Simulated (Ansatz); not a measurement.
# Ag: pressure against volume, fitted

```
CELL_PARAMETERS angstrom
0.00000 2.04310 2.04310
2.04310 0.00000 2.04310
2.04310 2.04310 0.00000
ATOMIC_POSITIONS crystal
Ag 0.00000 0.00000 0.00000
```

The geometry is COD entry 9008459, unchecked; take it as a test cell.

Level of theory: DFT, PBEsol, all-electron LAPW, scalar-relativistic in Ansatz 0.2.0.

Settings: a Γ-centred 15×15×15 k mesh, Fermi–Dirac smearing of 0.03 eV, basis error target 0.5 meV/atom, no spin polarisation.

The cell is scaled evenly. Fractional coordinates are held (clamped ions).

```json
{"V (Å³/atom)": "16.033", "P (GPa)": "4.86"}
{"V (Å³/atom)": "16.716", "P (GPa)": "-0.57"}
{"V (Å³/atom)": "16.886", "P (GPa)": "-1.71"}
{"V (Å³/atom)": "17.057", "P (GPa)": "-2.78"}
{"V (Å³/atom)": "17.227", "P (GPa)": "-3.78"}
{"V (Å³/atom)": "17.398", "P (GPa)": "-4.71"}
{"V (Å³/atom)": "17.739", "P (GPa)": "-6.38"}
{"V (Å³/atom)": "18.080", "P (GPa)": "-7.82"}
```

**Question.** Fit a third-order Birch–Murnaghan curve to the pressures.

**Answer.** P = (3B0/2)(y^(7/2) − y^(5/2))[1 + (3/4)(B0′ − 4)(y − 1)] with y = (V0/V)^(2/3) fits within 0.01 GPa for V0 = 16.634 Å³/atom, B0 = 119.1 GPa and B0′ = 5.69.

**Question.** Predict the pressure at the withheld volume, 16.375 Å³/atom.

**Answer.** There y = 1.0105, so the fit gives 1.96 GPa; the run gave 1.96 GPa.
